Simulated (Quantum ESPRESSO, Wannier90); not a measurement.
# Wannierisation of HfS2 (CdI2 type)

Structure: Materials Project mp-985829, symmetrised, not relaxed again. Not found in the COD (Crystallography Open Database) copy used; not checked further. Computed values, not measurements, from PBEsol: Quantum ESPRESSO (norm-conserving PseudoDojo potentials, cutoff 47 Ry, no spin polarisation, no spin-orbit coupling) on a Γ-centred 12×12×6 mesh, then Wannier90. Density: 12×12×6 mesh, cold smearing 0.01 Ry. The cell is built of weakly bound layers, chains or molecules, whose nearest atoms lie 3.83 Å apart. Database cells relaxed without dispersion often hold them too far apart, which can enlarge gaps and weakens couplings between them; spacing and stacking were not compared with the measured crystal. Spin-orbit coupling is left out although heavy elements are present.

```
begin unit_cell_cart
ang
    3.6396599908    0.0000000000    0.0000000000
   -1.8198299954    3.1520380132    0.0000000000
    0.0000000000    0.0000000000    6.0555600000
end unit_cell_cart
mp_grid = 12 12 6
```

Neighbour vectors b of the finite-difference formula (Å⁻¹), by shell:

| shell | b_x | b_y | b_z |
|---|---|---|---|
| 1 | 0.00000 | 0.16611 | 0.00000 |
| 1 | 0.14386 | 0.08306 | 0.00000 |
| 1 | 0.00000 | -0.16611 | 0.00000 |
| 1 | 0.14386 | -0.08306 | 0.00000 |
| 1 | -0.14386 | -0.08306 | 0.00000 |
| 1 | -0.14386 | 0.08306 | 0.00000 |
| 2 | 0.00000 | 0.00000 | 0.17293 |
| 2 | 0.00000 | 0.00000 | -0.17293 |

Q: Find the weights w_b from the completeness condition Σ_b w_b b_α b_β = δ_αβ.

A: Shell 1: Σ b_x² = 0.083, Σ b_y² = 0.083, Σ b_z² = 0.000 Å⁻²
Shell 2: Σ b_x² = 0.000, Σ b_y² = 0.000, Σ b_z² = 0.060 Å⁻²
Each of the three diagonal sums, weighted, has to give 1 and the off-diagonal ones 0, which holds for w_1 = 12.1 Å², w_2 = 16.7 Å². Check on xx: 12.08×0.083 + 16.72×0.000 = 1.00.

On this mesh the 8 functions of bands 5-12 (valence bands; start: SCDM (isolated), conv_tol = 1.0e-6) end with spreads 1.8463, 1.8464, 1.8464, 1.8463, 1.8465, 1.8465, 1.7212, 1.7212 Å², Ω_I = 12.5221 Å² and Ω_D = 0.0216 Å².

Ω_total is the sum of the spreads, 14.521 Å². Ω_OD = Ω_total − Ω_I − Ω_D = 1.977 Å². Only (Ω_D + Ω_OD)/Ω_total = 13.8 % depends on the gauge, and another start could lower the total by that share at most. The rms radius is √(Ω_total/8) = 1.35 Å.
